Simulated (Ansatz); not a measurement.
CsGeI₃ in space group R3m (No. 160; Cs on 3a, Ge on 3a, I on 9b) at seven volumes, r²SCAN (plane waves, PAW; program Ansatz), shape and atoms relaxed at each. One row is withheld.

| V (Å³/atom) | P (GPa) |
|---|---|
| 40.251 | 1.24 |
| 41.578 | 0.72 |
| 42.904 | 0.33 |
| 44.231 | 0.00 |
| 45.558 | ? |
| 46.885 | -0.46 |
| 48.212 | -0.60 |

Question: Fit the shown pressures and predict the withheld one.

Answer: P = (3/2)B₀(x^(7/2) − x^(5/2))[1 + (3/4)(B′ − 4)(x − 1)] with x = (V₀/V)^(2/3). Least squares on the six rows gives V₀ = 44.229 Å³/atom, B₀ = 9.5 GPa, B′ = 6.95. At V = 45.558, x = 0.9805 and P = -0.25 GPa. The run itself gave -0.26 GPa.

The workflow started from a Materials Project entry (that database holds measured and hypothetical structures alike); the Crystallography Open Database files this formula in space group No. 160, but the cells were not matched. Whether it is the stable phase at ambient conditions was not checked. The r²SCAN relaxation kept the symmetry of its start; whether a distortion lowers the energy is not shown. Spin–orbit coupling is left out wherever it is not named.

Potentials: the later of the program's two PAW sets.
